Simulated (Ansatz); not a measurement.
Relaxed-ion elastic tensor of Cu (dhcp (α-La type), P6_3/mmc) in GPa (Voigt order), plane-wave PAW PBEsol (Ansatz code); density 9.33 g/cm³, 11.31 Å³ per atom.

|  | 1 | 2 | 3 | 4 | 5 | 6 |
|---|---|---|---|---|---|---|
| 1 | 255 | 148 | 103 | 0.0 | 0.0 | 0.0 |
| 2 | 148 | 255 | 103 | 0.0 | 0.0 | 0.0 |
| 3 | 103 | 103 | 290 | 0.0 | 0.0 | 0.0 |
| 4 | 0.0 | 0.0 | 0.0 | 47.2 | 0.0 | 0.0 |
| 5 | 0.0 | 0.0 | 0.0 | 0.0 | 47.2 | 0.0 |
| 6 | 0.0 | 0.0 | 0.0 | 0.0 | 0.0 | 53.4 |

Q: Is the crystal mechanically stable?

A: Yes: the smallest eigenvalue of C is 47.2 GPa.

Q: Work out the Voigt, Reuss and Hill averages.

A: K_V = 168, K_R = 168, K_H = 168; G_V = 59.2, G_R = 55.3, G_H = 57.3 GPa.

Q: Give Young's modulus, Poisson's ratio, Pugh's ratio and the universal anisotropy index.

A: E = 9KG/(3K + G) = 154 GPa; ν = 0.35; K/G = 2.93 (ductile by the Pugh limit of 1.75); A_U = 5G_V/G_R + K_V/K_R − 6 = 0.35.

Q: Estimate the sound speeds and the Debye temperature.

A: v_l = √((K + 4G/3)/ρ) = 5120 m/s, v_t = √(G/ρ) = 2480 m/s, mean 2780 m/s; Θ = (h/k)(3n/4πV)^(1/3) v_m = 369 K.

Q: How much does each axis shrink under pressure?

A: Linear compressibilities β_i = Σ_j S_ij (j = 1 to 3): x 2.0, y 2.0, z 2.1 per TPa.

The workflow started from a Materials Project entry (that database holds measured and hypothetical structures alike); the Crystallography Open Database copy checked does not list it. It is not the phase usual at ambient conditions (space group No. 225). Symmetry was held in the PBEsol relaxation; whether a distortion lowers the energy is not shown. The run is not spin-polarised. As this level gives no gap, shear constants depend on the k-mesh and smearing (Fermi–Dirac, 0.1 eV here). On the denser mesh and wider smearing of the elastic run this cell carries a stress of 0.4 GPa.

Potentials: the earlier of the program's two PAW sets. The files were generated under PBE; for other functionals the program regenerates the frozen cores, and for LDA and PBEsol the local potential too.
